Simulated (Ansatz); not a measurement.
**Map of one atom of the cell for Au (fcc, Cu type)**

Relaxed Au (fcc, Cu type):

```
CELL_PARAMETERS angstrom
      4.08334     0.00000     0.00000
      0.00000     4.08334     0.00000
      0.00000     0.00000     4.08334
ATOMIC_POSITIONS crystal
  Au 0.00000 0.00000 0.00000
  Au 0.50000 0.50000 0.00000
  Au 0.50000 0.00000 0.50000
  Au 0.00000 0.50000 0.50000
```

In this cell atom 3 (Au, nearest neighbour Au at 2.887 Å; its periodic images, 4.1 Å or more away, move with it) is moved by u·(1.000, 0.000, 0.000) + v·(0.000, 1.000, 0.000); the rest is frozen.

These are PBEsol (plane waves to 420 eV, PAW, scalar-relativistic; Ansatz, an electronic-structure program) values and carry that method's errors. k mesh 9×9×9 (Γ-centred), Fermi-Dirac smearing 0.05 eV. Energies are smeared free energies. Compression counts positive. With partly filled bands, energies and forces of such displacements shift with the k mesh and the smearing. Au was relaxed with its symmetry unable to fall. Spin-orbit coupling is left out, though Au is heavy. The PAW data are Ansatz's earlier set. The zero of ΔE is the undisplaced structure. Axes are in Å.

ΔE (meV/cell), with u across and v down:

| v \ u | -0.430 | -0.287 | -0.143 | 0.000 | 0.143 | 0.287 | 0.430 |
|---|---|---|---|---|---|---|---|
| -0.430 | 1849 | 1169 | 804 | 690 | 804 | 1169 | 1849 |
| -0.287 | 1169 | 654 | 376 | 288 | 376 | 654 | 1169 |
| -0.143 | 804 | 376 | 143 | 69 | 143 | 376 | 804 |
| 0.000 | 690 | 288 | 69 | 0 | 69 | 288 | 690 |
| 0.143 | 804 | 376 | 143 | 69 | 143 | 376 | 804 |
| 0.287 | 1169 | 654 | 376 | 288 | 376 | 654 | 1169 |
| 0.430 | 1849 | 1169 | 804 | 690 | 804 | 1169 | 1849 |

P (GPa), with u across and v down:

```tsv
v \ u	-0.430	-0.287	-0.143	0.000	0.143	0.287	0.430
-0.430	18.9	12.8	9.2	8.1	9.2	12.8	18.9
-0.287	12.8	7.5	4.5	3.5	4.5	7.5	12.8
-0.143	9.2	4.5	1.7	0.8	1.7	4.5	9.2
0.000	8.1	3.5	0.8	-0.1	0.8	3.5	8.1
0.143	9.2	4.5	1.7	0.8	1.7	4.5	9.2
0.287	12.8	7.5	4.5	3.5	4.5	7.5	12.8
0.430	18.9	12.8	9.2	8.1	9.2	12.8	18.9
```

Read from the data:

```
Property                                                                                                                                                                                            Value
-----------------------------------------------------------------------------  --------------------------------------------------------------------------------------------------------------------------
Principal force constants in the plane (five-point differences of the forces)                                                                                                        6.6 eV/Å², isotropic
Centre of the map                                                                                                                                                                               a minimum
Lowest place on the grid                                                                                                                                            u = 0.000 Å, v = 0.000 Å (0 meV/cell)
Highest place on the grid, met at several equal points                         u = -0.430 Å, v = -0.430 Å; u = 0.430 Å, v = -0.430 Å; u = -0.430 Å, v = 0.430 Å; u = 0.430 Å, v = 0.430 Å (1849 meV/cell)
```

(For displaced atoms, the force is minus the slope of the energy, and its curvature is a force constant, which sets phonon frequencies.)
